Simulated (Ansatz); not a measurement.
Relaxed CdTe (zinc blende):

```xyz
4
Lattice="0.0000 6.6180 6.6180 3.3090 3.3090 6.6180 3.3090 3.3090 0.0000" Properties=species:S:1:pos:R:3 pbc="T T T"
Te     4.9635     4.9635     4.9635
Te     4.9635     8.2726     8.2726
Cd     0.0000     0.0000     0.0000
Cd     0.0000     3.3090     3.3090
```

The atoms are displaced by Q × the pattern below (from a DFPT mode at X = (0.5, 0.5, 0.0), largest move 1; Q in Å), at fixed cell. It is one choice among 2 degenerate patterns. (q is in reciprocal vectors of the primitive cell; the cell shown is doubled to hold the pattern.)

```tsv
atom	x	y	z
Te1	0.000	-1.000	0.000
Te2	0.000	1.000	0.000
Cd3	0.817	0.000	0.000
Cd4	-0.817	0.000	0.000
```

Method: PBE (plane waves to 420 eV, PAW, scalar-relativistic; Ansatz, a first-principles code). k mesh 9×9×9 (Γ-centred), Fermi-Dirac smearing 0.05 eV. CdTe was relaxed with its symmetry unable to fall. Spin-orbit coupling is left out, though Te is heavy.

At one point of the scan the forces (eV/Å) are:

```json
[
 {"atom": "Te1", "Fx": "0.000", "Fy": "-0.868", "Fz": "0.000"},
 {"atom": "Te2", "Fx": "0.000", "Fy": "0.868", "Fz": "0.000"},
 {"atom": "Cd3", "Fx": "0.629", "Fy": "0.000", "Fz": "0.000"},
 {"atom": "Cd4", "Fx": "-0.629", "Fy": "0.000", "Fz": "0.000"}
]
```

Problem. Which point is it?
A) Q = -0.067 Å
B) Q = -0.017 Å
C) Q = -0.100 Å
D) Q = -0.050 Å

Solution. C, Q = -0.100 Å

(For displaced atoms, the force is minus the slope of the energy, and its curvature is a force constant, which sets phonon frequencies.)
